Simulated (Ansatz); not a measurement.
Relaxed-ion elastic tensor of As in space group I4_132 (No. 214; As on 8a) in GPa (Voigt order), r²SCAN (plane waves, PAW; program Ansatz); density 3.03 g/cm³, 41.12 Å³ per atom.

```
29.3  32.8  32.8   0.0   0.0   0.0
32.8  29.3  32.8   0.0   0.0   0.0
32.8  32.8  29.3   0.0   0.0   0.0
 0.0   0.0   0.0   0.7   0.0   0.0
 0.0   0.0   0.0   0.0   0.7   0.0
 0.0   0.0   0.0   0.0   0.0   0.7
```

Question: Is the crystal mechanically stable?

Answer: No: the smallest eigenvalue of C is -3.6 GPa.

The start of the workflow was typed in or built on a structure type; neither database checked (COD, Materials Project) lists it. It is not the phase usual at ambient conditions (space group No. 166). The r²SCAN relaxation kept the symmetry of its start. At this level the phase is mechanically unstable. The volume moved by 53 % from the start of the relaxation. As this level gives no gap, shear constants depend on the k-mesh and smearing (Fermi–Dirac, 0.1 eV here).

Potentials: the later of the program's two PAW sets.
